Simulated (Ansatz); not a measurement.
Task: Each is relaxed and computed with PBEsol in the plane-wave PAW code Ansatz. Which is the only one with a gap?
(A) TePb2S, R-3m (Te on 3b, Pb on 6c, S on 3a)
(B) CaSi2, R-3m (Ca on 6c, Si on 6c, Si on 6c)
(C) Ti2C, R-3m (Ti on 6c, C on 3b)
(D) RuC, R-3m (Ru on 6c, C on 6c)

Result: A, TePb2S, R-3m (Te on 3b, Pb on 6c, S on 3a). TePb2S: gap 0.40 eV; CaSi2: metal; RuC: metal; Ti2C: metal. Standing as an ambient phase not checked: TePb2S, R-3m (Te on 3b, Pb on 6c, S on 3a); CaSi2, R-3m (Ca on 6c, Si on 6c, Si on 6c); RuC, R-3m (Ru on 6c, C on 6c); Ti2C, R-3m (Ti on 6c, C on 3b). All cells were relaxed under the symmetry of their starts (and spin orders); stability against distortions was not tested throughout. Rows with no word on spin ran without spin polarisation. Spin–orbit coupling is left out wherever it is not named.

Potentials: the later of the program's two PAW sets.
